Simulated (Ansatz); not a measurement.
EuAlSi: what a change of scf.max_iter does

Computed with the plane-wave PAW code Ansatz (scalar-relativistic, PAW set soft_2): PBEsol, collinear spin, 420 eV cutoff, k-mesh 9×9×8. These are the settings of the reference run.

Cell:

```
CELL_PARAMETERS angstrom
4.20179 0.00000 0.00000
-2.10089 3.63886 0.00000
0.00000 0.00000 4.22360
ATOMIC_POSITIONS crystal
Al 0.66667 0.33333 0.50000
Eu 0.00000 0.00000 0.00000
Si 0.33333 0.66667 0.50000
```

The reference run of this cell is solved again as a single point with these keys changed:

| key | reference run | changed run |
| --- | --- | --- |
| scf.max_iter | not typed | 2 |

Task: How far do the results move?

Result: It doesn't converge (2 iterations).
